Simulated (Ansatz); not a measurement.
Ansatz input file:

```yaml
crystal:
  lattice:
    - [4.222, 0.0, 0.0]
    - [-2.111, 3.6563592548, 0.0]
    - [0.0, 0.0, 2.724]
  atoms:
    - { symbol: Li, position: [0.3333333333, 0.6666666667, 0.5] }
    - { symbol: Li, position: [0.6666666667, 0.3333333333, 0.5] }
    - { symbol: Pd, position: [0.0, 0.0, 0.0] }
basis:
  ecutwfc: 500
kpoints:
  mp_grid: { grid: [12, 12, 16] }
hamiltonian:
  xc: r2scan
scf:
  occupations: { method: gaussian, width: 0.1 }
output:
  forces: true
  stress: true
  eigenvalues: true
relax:
  adjacent_minimum: "off"
  f_tol: 0.005
  max_steps: 80
  cell: { stress_tol: 0.05 }
```

Launched with
```bash
ansatz run input.yaml --threads 1 --pin off --max-ram 2560MiB --backend cpu --events-out ev --progress --plain --runs-dir out
```

Method: DFT r2SCAN, scalar-relativistic, plane waves, PAW (Ansatz 0.2.0).

From the run's log, abridged (final results; tables in files aren't shown):

```
SCF 5 converged in 6 iterations: F = -7397.049527 eV  dr2 = 3.31e-12
SCF converged after 6 iterations
Free energy (F): -7397.049527 eV
Harris-Foulkes:  -7397.049527 eV  (|F-HF|=1.82e-12)
Internal energy: -7397.046650 eV  (E = F + TS)
E sigma→0 (E₀):  -7397.048088 eV
Entropy (-TS):   -0.002877 eV (-0.959 meV/atom)
Fermi energy:    8.620582 eV
--- Per-component energies (eV) ---
  E_band       = -495.645789
  E_kinetic    = 562.410683
  E_local      = -3056.956721  (includes V_loc(G=0)·N_el)
  E_nonlocal   = 150.179307
  E_hartree    = 1236.883989
  E_xc         = -181.580834
  E_vxc        = -264.369627  (∫ρ·V_xc dr)
  E_paw        = -3816.155706  (= ΣΔE_a)
  E_vpaw       = -380.664826  (= ΣTr[D̂ρ^β])
  E_aug_tail   = -0.000082  (compensation charges beyond the density's cutoff)
  E_vtau       = 19.987611  (kinetic-family band-sum trace: ∫τ·v_τ [+ j·A + Jᵃ·Aᵃ] dr)
  E_ewald      = -2291.375198
  E_core_change = -0.452087  (= ΣΔE_core)
  E_smearing   = -0.002877  (= −TS)
--- Forces (eV/Å), atoms counted from 1 ---
  atom   1  Li     0.00000000     0.00000000     0.00000000
  atom   2  Li     0.00000000     0.00000000     0.00000000
  atom   3  Pd     0.00000000     0.00000000     0.00000000
--- Stress (GPa, compression-positive) ---
       -0.008150       0.000000       0.000000
        0.000000      -0.008150       0.000000
        0.000000       0.000000      -0.011455
  P = ⅓ Tr σ = -0.0093 GPa (-0.093 kbar)
--- Band table (eV; the first three rows and the last of 171) ---
  k-point 0: bands = ["-77.8016", "-42.6859", "-42.6859", "-42.5697", "-38.9091", "-38.8162", "3.0553", "4.6160", "5.3958", "5.3958", "7.4330", "7.4330", "12.8507", "12.8507", "14.5780", "14.5780"]
  k-point 1: bands = ["-77.8006", "-42.6847", "-42.6847", "-42.5817", "-38.9080", "-38.8153", "3.1509", "4.6889", "5.4269", "5.4269", "7.2967", "7.2967", "13.0554", "13.0554", "14.6107", "14.6107"]
  k-point 2: bands = ["-77.7975", "-42.6814", "-42.6814", "-42.6157", "-38.9048", "-38.8129", "3.4180", "4.9173", "5.5168", "5.5168", "6.9476", "6.9476", "13.6130", "13.6130", "14.7084", "14.7084"]
  k-point 170: bands = ["-77.7729", "-42.8787", "-42.6557", "-42.6557", "-38.8371", "-38.8371", "4.8021", "4.8021", "6.2618", "6.2618", "7.3917", "10.2494", "10.9635", "10.9635", "14.3262", "16.0482"]
--- Relaxed structure (4 steps of the walk, 4 accepted, 1 SCFs on fresh bases) ---
  F+E_penalty+E_count = -7397.04952698 eV   max|allowed force component| = 5.397e-18 eV/Å   (the final SCF, on the basis selected at the relaxed cell)
  cell:  # Å, volume = 41.4333 Å³
    - [4.22730047, 0.0, 0.0]
    - [-2.11365023, 3.66094960, 0.0]
    - [0.0, 0.0, 2.67727009]
  atoms:
    - { symbol: Li, position: [0.33333333, 0.66666666, 0.5] }
    - { symbol: Li, position: [0.66666666, 0.33333333, 0.5] }
    - { symbol: Pd, position: [0.0, 0.0, 0.0] }
```

The relaxation met its thresholds.

Time: 2.7 min on 1 thread of Intel(R) Xeon(R) Processor @ 2.50GHz (Skylake/Cascade Lake), on a shared host, peak memory 0.54 GiB.